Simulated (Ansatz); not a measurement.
Input, command and steps of an Ansatz relaxation.

```yaml
crystal:
  lattice:
    - [4.3731807516, 0.0, 0.0]
    - [0.0, 4.3731807516, 0.0]
    - [0.0, 0.0, 4.3731807516]
  atoms:
    - { symbol: Re, position: [0.0, 0.5, 0.5], spin: 0.82 }
    - { symbol: Re, position: [0.5, 0.0, 0.5], spin: 0.82 }
    - { symbol: Re, position: [0.5, 0.5, 0.0], spin: 0.82 }
    - { symbol: I, position: [0.0, 0.0, 0.0] }
basis:
  ecutwfc: 420
kpoints:
  mp_grid: { grid: [4, 4, 4] }
hamiltonian:
  xc: pbe
scf:
  occupations: { method: gaussian, width: 0.1 }
  lower_state_search: "off"
output:
  forces: true
  stress: true
  eigenvalues: true
  populations: true
magnetization:
  spin_polarized: true
relax:
  adjacent_minimum: "off"
  f_tol: 0.04
  max_steps: 70
  cell: { stress_tol: 0.4 }
```

```bash
ansatz run input.yaml --threads 1 --pin off --max-ram 2560MiB --backend cpu --events-out ev --progress --plain --runs-dir out
```

Method: DFT PBE, scalar-relativistic, plane waves, PAW (Ansatz 0.2.0).

Of 6 frames 6 are shown, positions in Å and forces in eV/Å; the SCF threshold varies from step to step. Steps run on the plane waves of an earlier cell, with a Pulay correction in the pressure. The basis is chosen afresh for the last frame, the zero of the energies, and at times for earlier ones too; energy and pressure step there, also at an unchanged geometry.

```xyz
4
Lattice="4.3732 0.0000 0.0000 0.0000 4.3732 0.0000 0.0000 0.0000 4.3732" Properties=species:S:1:pos:R:3:forces:R:3 pbc="T T T" step=1 free_energy_over_end_meV_per_atom=416.37 pressure_GPa=-27.28
Re    0.0000    2.1866    2.1866    0.0000    0.0000    0.0000
Re    2.1866    0.0000    2.1866    0.0000    0.0000    0.0000
Re    2.1866    2.1866    0.0000    0.0000    0.0000    0.0000
I     0.0000    0.0000    0.0000    0.0000    0.0000    0.0000
4
Lattice="4.1600 0.0000 0.0000 0.0000 4.1600 0.0000 0.0000 0.0000 4.1600" Properties=species:S:1:pos:R:3:forces:R:3 pbc="T T T" step=2 free_energy_over_end_meV_per_atom=39.21 pressure_GPa=-11.35
Re    0.0000    2.0800    2.0800    0.0000    0.0000    0.0000
Re    2.0800    0.0000    2.0800    0.0000    0.0000    0.0000
Re    2.0800    2.0800    0.0000    0.0000    0.0000    0.0000
I     0.0000    0.0000    0.0000    0.0000    0.0000    0.0000
4
Lattice="4.0313 0.0000 0.0000 0.0000 4.0313 0.0000 0.0000 0.0000 4.0313" Properties=species:S:1:pos:R:3:forces:R:3 pbc="T T T" step=3 free_energy_over_end_meV_per_atom=8.37 pressure_GPa=6.68
Re    0.0000    2.0156    2.0156    0.0000    0.0000    0.0000
Re    2.0156    0.0000    2.0156    0.0000    0.0000    0.0000
Re    2.0156    2.0156    0.0000    0.0000    0.0000    0.0000
I     0.0000    0.0000    0.0000    0.0000    0.0000    0.0000
4
Lattice="4.0771 0.0000 0.0000 0.0000 4.0771 0.0000 0.0000 0.0000 4.0771" Properties=species:S:1:pos:R:3:forces:R:3 pbc="T T T" step=4 free_energy_over_end_meV_per_atom=-1.81 pressure_GPa=-0.48
Re    0.0000    2.0386    2.0386    0.0000    0.0000    0.0000
Re    2.0386    0.0000    2.0386    0.0000    0.0000    0.0000
Re    2.0386    2.0386    0.0000    0.0000    0.0000    0.0000
I     0.0000    0.0000    0.0000    0.0000    0.0000    0.0000
4
Lattice="4.0739 0.0000 0.0000 0.0000 4.0739 0.0000 0.0000 0.0000 4.0739" Properties=species:S:1:pos:R:3:forces:R:3 pbc="T T T" step=5 free_energy_over_end_meV_per_atom=-1.90 pressure_GPa=-0.01
Re    0.0000    2.0370    2.0370    0.0000    0.0000    0.0000
Re    2.0370    0.0000    2.0370    0.0000    0.0000    0.0000
Re    2.0370    2.0370    0.0000    0.0000    0.0000    0.0000
I     0.0000    0.0000    0.0000    0.0000    0.0000    0.0000
4
Lattice="4.0739 0.0000 0.0000 0.0000 4.0739 0.0000 0.0000 0.0000 4.0739" Properties=species:S:1:pos:R:3:forces:R:3 pbc="T T T" step=6 free_energy_over_end_meV_per_atom=0.00 pressure_GPa=-0.05
Re    0.0000    2.0370    2.0370    0.0000    0.0000    0.0000
Re    2.0370    0.0000    2.0370    0.0000    0.0000    0.0000
Re    2.0370    2.0370    0.0000    0.0000    0.0000    0.0000
I     0.0000    0.0000    0.0000    0.0000    0.0000    0.0000
```

The start puts this composition into another compound's structure type, which needn't suit it. At the end the space group is Pm-3m (tolerance 0.05 Å).

The run took 37 s on 1 thread of Arm Neoverse V1, with other jobs on the host, peak memory 0.36 GiB.

The k mesh is coarse. Spin-orbit coupling is left out, which matters for the bands of heavy elements.